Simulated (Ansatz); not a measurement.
Starting structure, clean slab, lower half held (SnO, P4/nmm (No. 129), (0 0 1) face):

```yaml
crystal:
  lattice:
    - [3.83710, 0.00000, 0.00000]
    - [0.00000, 3.83710, 0.00000]
    - [0.00000, 0.00000, 24.07883]
  atoms:
    - { symbol: Sn, position: [0.50000, 0.00000, 0.35301] }
    - { symbol: O, position: [0.00000, 0.00000, 0.40111] }
    - { symbol: O, position: [0.50000, 0.50000, 0.40111] }
    - { symbol: Sn, position: [0.00000, 0.50000, 0.44922] }
    - { symbol: Sn, position: [0.50000, 0.00000, 0.55078] }
    - { symbol: O, position: [0.00000, 0.00000, 0.59889] }
    - { symbol: O, position: [0.50000, 0.50000, 0.59889] }
    - { symbol: Sn, position: [0.00000, 0.50000, 0.64699] }
```

Theory: Ansatz 0.2.0, DFT PBE+D3(BJ), scalar-relativistic, plane waves, PAW. Plane waves to 420 eV, a k mesh through Γ of 8×8×1 on the computed 8-atom cell and Gaussian smearing (0.10 eV); no spin polarisation. A dipole correction removes the field between periodic images along c.

Atoms 1, 2, 3, 4 (counted from 1) are held. The cell is fixed. Force threshold 0.03 eV/Å.

(1) Where does it end?

## Answers

(1) The energy falls by 0.002 eV in 3 steps, to:

```yaml
crystal:
  lattice:
    - [3.83710, 0.00000, 0.00000]
    - [0.00000, 3.83710, 0.00000]
    - [0.00000, 0.00000, 24.07883]
  atoms:
    - { symbol: Sn, position: [0.50000, 0.00000, 0.35301] }
    - { symbol: O, position: [0.00000, 0.00000, 0.40111] }
    - { symbol: O, position: [0.50000, 0.50000, 0.40111] }
    - { symbol: Sn, position: [0.00000, 0.50000, 0.44922] }
    - { symbol: Sn, position: [0.50000, 0.00000, 0.55180] }
    - { symbol: O, position: [0.00000, 0.00000, 0.60026] }
    - { symbol: O, position: [0.50000, 0.50000, 0.60026] }
    - { symbol: Sn, position: [0.00000, 0.50000, 0.64882] }
```